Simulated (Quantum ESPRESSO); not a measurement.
```
Rb2LiAsF6
1.0
    0.00000     4.26269     4.26269
    4.26269     0.00000     4.26269
    4.26269     4.26269     0.00000
Li F As Rb
1 6 1 2
Cartesian
  4.26269   4.26269   4.26269
  4.26269   4.26269   2.08778
  4.26269   4.26269   6.43761
  2.08778   4.26269   4.26269
  6.43761   4.26269   4.26269
  4.26269   2.08778   4.26269
  4.26269   6.43761   4.26269
  0.00000   0.00000   0.00000
  2.13135   2.13135   2.13135
  6.39404   6.39404   6.39404
```

The geometry is that of Materials Project entry mp-1113748, symmetrised and not relaxed again.

### Question
What does LDA (Quantum ESPRESSO, PseudoDojo norm-conserving, 84 Ry, scalar-relativistic) give for the electronic structure near the Fermi level?

### Answer
The LDA gap is indirect, 4.52 eV, from X to 50 % of the way from Γ to L; the smallest direct gap is 4.78 eV. Another conduction extremum on the path lies within 0.02 eV, too close to call. Spin-orbit splittings are left out.

The structure is a Materials Project entry; no match was found in the copy of COD used, and its stability was not checked.
